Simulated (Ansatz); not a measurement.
# Phonon dispersion of MgCd3O4

These are results of Ansatz 0.2.0, DFT PBE, scalar-relativistic, plane waves, PAW, not measurements. Plane waves to 420 eV; Γ-centred k mesh 8×8×12; Fermi-Dirac smearing of 0.15 eV. No spin polarisation. Phonons by linear response, acoustic sum rule imposed.

The cell, relaxed at this level:
```xyz
8
Lattice="3.2996 -4.6702 0.0000 3.2996 4.6702 0.0000 0.0000 0.0000 3.2863" Properties=species:S:1:pos:R:3 pbc="T T T"
Mg    3.2996    0.0000    1.6432
Cd    1.6498    2.3351    0.0000
Cd    0.0000    0.0000    1.6432
Cd    1.6498   -2.3351    0.0000
O     4.8284    0.0000    0.0000
O     3.2996   -2.2021    1.6432
O     3.2996    2.2021    1.6432
O     1.7707    0.0000    0.0000
```

It was reached by relaxing an invented guess, and it needn't be the stable form of this composition. In a metal, frequencies and elastic constants depend on the k mesh and the smearing, soft modes and shear constants most. The q mesh is coarse, so values between its points are rough. A semilocal functional can close a gap that the real compound has.

Force constants from linear response on a 1×1×2 q mesh.

Path: Γ–Y–C0 | SIGMA0–Γ–Z–A0 | E0–T–Y | Γ–S–R–Z–T. Only the points of the 1×1×2 mesh were computed; the rest is interpolation, which is rough on so few points. On the mesh no mode is imaginary. Distance along the path (Å⁻¹), then the branches (cm⁻¹, negative for imaginary):
```
0.000  0 0 0 90 99 101 113 123 144 159 162 172 197 208 218 258 260 281 288 338 344 406 407 470
0.168  -7 20 42 89 100 105 113 120 144 154 156 178 195 208 216 251 264 279 289 337 353 406 407 467
0.336  -26 40 78 86 94 112 116 121 144 146 150 184 192 208 212 241 272 273 286 334 374 404 406 459
0.504  -48 58 81 84 103 112 126 128 143 144 146 186 190 203 210 236 267 279 280 330 397 403 406 447
0.673  -57 71 73 81 111 112 128 132 140 144 151 188 190 197 212 235 264 275 283 329 403 406 411 438
0.732  -55 70 73 82 111 111 129 131 140 144 152 189 190 196 211 235 264 274 284 328 403 406 410 438
0.792  -48 70 74 82 108 112 128 130 140 147 154 190 190 194 211 236 265 273 286 326 403 406 408 439
0.852  -35 69 75 83 102 114 125 131 142 149 156 190 191 193 210 238 265 272 288 324 403 405 407 440
0.911  12 68 77 85 97 116 120 131 144 151 160 187 190 196 209 239 266 270 292 320 401 403 407 442
1.000  46 66 81 88 88 112 123 132 147 154 160 182 191 201 206 243 267 268 299 313 393 404 407 445
1.179  55 62 78 92 94 99 125 139 143 153 155 182 192 202 209 249 270 271 295 314 373 405 407 454
1.357  34 44 82 82 99 101 103 129 150 157 161 170 194 206 215 255 275 277 279 329 355 406 407 463
1.536  11 15 29 89 100 100 111 124 144 159 163 171 196 208 218 257 262 280 287 337 345 406 407 469
1.744  14 19 35 93 99 101 113 122 154 156 171 173 206 207 218 261 266 281 285 342 342 405 406 468
1.983  44 52 92 100 103 117 118 120 161 172 192 215 216 224 264 269 269 284 311 325 369 396 400 455
2.222  73 76 105 111 120 124 124 145 152 183 206 236 239 251 257 267 309 320 331 350 364 395 423 432
2.461  92 96 110 113 124 129 132 138 174 177 211 241 246 256 257 265 327 340 359 359 376 400 404 451
2.670  96 104 109 112 124 130 131 141 174 178 206 245 250 257 258 264 331 336 358 372 381 386 407 454
2.848  102 104 110 113 116 129 138 142 161 186 204 245 249 259 262 283 334 334 360 369 373 381 412 447
3.027  104 107 108 113 120 126 140 145 151 190 203 245 248 260 261 311 333 339 343 361 375 380 422 436
3.205  104 105 109 114 122 123 130 140 164 185 205 245 249 258 263 302 323 332 361 366 377 379 424 434
3.295  101 104 111 113 121 124 125 140 171 179 206 245 250 257 264 284 325 333 361 376 378 380 419 439
3.354  98 104 112 112 121 121 126 141 174 175 208 245 250 256 265 274 326 333 361 378 378 384 417 442
3.414  96 104 112 113 118 121 128 143 170 178 209 245 250 256 264 268 326 333 361 378 378 388 415 444
3.473  95 104 111 113 117 121 128 145 166 181 209 245 250 256 260 266 327 334 361 378 378 391 414 445
3.533  94 104 111 113 116 121 128 146 165 182 210 245 250 256 258 266 327 334 361 378 378 392 413 446
3.772  91 100 105 115 117 123 129 144 171 174 219 223 243 253 257 258 308 338 361 368 389 394 400 432
4.011  67 84 107 111 115 127 129 141 148 191 192 222 225 232 244 257 265 292 348 373 385 401 402 411
4.250  -32 81 90 99 110 115 128 130 146 177 179 187 198 207 225 237 262 268 306 345 400 400 408 430
4.489  -57 71 73 81 111 112 128 132 140 144 151 188 190 197 212 235 264 275 283 329 403 406 411 438
4.562  9 9 23 89 100 101 112 123 144 158 161 172 196 208 218 257 261 281 287 338 345 406 407 469
4.707  27 27 66 86 99 104 108 125 147 157 158 174 195 207 216 253 269 277 285 333 353 406 407 465
4.853  43 44 80 93 100 100 109 132 150 152 155 177 193 204 212 250 270 280 282 325 366 405 407 459
4.999  57 58 75 85 93 109 124 136 153 154 155 181 192 197 209 250 264 276 295 315 375 405 407 453
5.191  58 66 81 85 97 110 130 132 156 159 161 184 195 201 209 252 262 274 303 317 375 404 406 450
5.430  65 83 100 106 112 115 134 137 149 180 193 208 211 220 255 259 266 267 336 348 365 394 398 436
5.669  83 97 108 115 124 125 137 143 145 190 207 220 240 245 255 283 294 328 350 361 367 401 403 411
5.908  100 105 107 118 123 128 133 145 149 190 206 240 245 259 261 312 325 336 346 363 374 382 422 429
6.101  104 106 107 118 120 127 136 143 152 190 203 245 248 260 261 310 332 332 350 362 375 380 423 435
6.246  104 104 110 116 116 128 137 139 161 186 204 245 249 259 262 290 332 333 361 366 374 380 415 444
6.392  99 104 111 113 119 129 133 141 169 181 206 245 249 258 262 269 332 335 360 372 380 381 409 451
6.538  96 104 109 111 125 130 130 140 176 178 206 245 250 255 258 264 331 336 358 371 381 388 407 454
6.695  95 104 109 111 126 129 130 140 176 177 206 245 250 254 258 264 331 336 359 372 381 389 406 455
6.863  95 104 111 115 125 125 126 142 173 178 207 245 250 255 257 264 330 335 360 374 380 390 408 452
7.031  95 104 111 118 120 123 123 144 168 180 209 245 250 256 257 265 328 334 362 376 379 391 410 449
7.199  94 104 111 114 117 122 128 145 165 182 210 245 250 256 258 266 327 334 361 378 378 392 413 446
```
